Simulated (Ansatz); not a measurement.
ZrO$_{2}$:
```xyz
6
Lattice="3.6011 0.0000 0.0000 0.0000 3.6011 0.0000 0.0000 0.0000 5.2300" Properties=species:S:1:pos:R:3 pbc="T T T"
Zr     0.0000     0.0000     0.0000
Zr     1.8005     1.8005     2.6150
O      0.0000     1.8005     1.5880
O      0.0000     1.8005     4.2030
O      1.8005     0.0000     1.0270
O      1.8005     0.0000     3.6420
```

Relaxed with r²SCAN.

Question: Give the Bader charges and basin volumes of the independent atoms, plane-wave PAW r²SCAN (Ansatz code).

Answer: 

| atom | Bader charge (e) | Bader volume (Å³) |
|---|---|---|
| Zr1 | +2.70 | 9.9 |
| O3 | -1.35 | 12.0 |

Space group P4_2/nmc. This is a known high-temperature phase of the composition, computed here at zero pressure and temperature. Symmetry was held in the r²SCAN relaxation; whether a distortion lowers the energy is not shown. The run is not spin-polarised.

Potentials: the earlier of the program's two PAW sets.
